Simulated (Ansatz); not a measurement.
V₃Ge:
```
V3Ge
1.0
    0.00000     3.00733     3.00733
    3.00733     0.00000     3.00733
    3.00733     3.00733     0.00000
Ge V
1 3
Direct
  0.00000   0.00000   0.00000
  0.50000   0.50000   0.50000
  0.25000   0.25000   0.25000
  0.75000   0.75000   0.75000
```
Starting moments (μB, in the order of the atoms Ge V V V): 0.0 0.0 -1.8 1.8.

Relaxed with r²SCAN. Special points in fractions of this cell's reciprocal vectors: Γ (0.000, 0.000, 0.000); X (0.500, 0.000, 0.500); U (0.625, 0.250, 0.625); K (0.375, 0.375, 0.750); L (0.500, 0.500, 0.500); W (0.500, 0.250, 0.750).

### Question
List the band energies nearest the Fermi level at these points for r²SCAN (plane waves, PAW; program Ansatz).

### Answer
In eV from the Fermi level; about four levels below and three above (degenerate sets whole), none deeper than 8.9 eV; points with the same levels are listed once.

```tsv
k	below	above
Γ ↑	-3.07 -3.07 -1.30 -1.30 -1.30	1.56 1.56 1.56
X ↑	-2.93 -2.93 -1.65 -1.65 -1.49	0.27 0.38 0.38
U ↑	-1.77 -1.40 -1.18 -0.02	0.13 0.90 1.18
L ↑	-1.90 -1.90 -1.18 -1.18	0.12 0.14 0.14
W ↑	-1.84 -1.74 -1.52 -1.07	0.03 0.13 0.76
```

Space group Fm-3m. A made-up cell: these elements were put on the sites of a structure type; neither database checked (COD, Materials Project) lists it. COD files the formula under space group No. 223, so this cell is another polymorph or a model. Its standing as an ambient phase is unchecked. The r²SCAN relaxation kept the symmetry of its start, as lowered by the spin order; its stability against distortions is not shown here. Magnetic state: antiferromagnetic, chosen from 2 collinear starts compared on coarse meshes (ties went to the first, and starts can fall back to one state), not a proven ground state. The program gave a warning on the electronic state, which may not be the lowest. Point labels and valley counts follow the cell and symmetry of the run, lower than the named group. Scalar-relativistic: spin–orbit coupling is off unless named, which matters more the heavier the elements.

Potentials: the later of the program's two PAW sets.
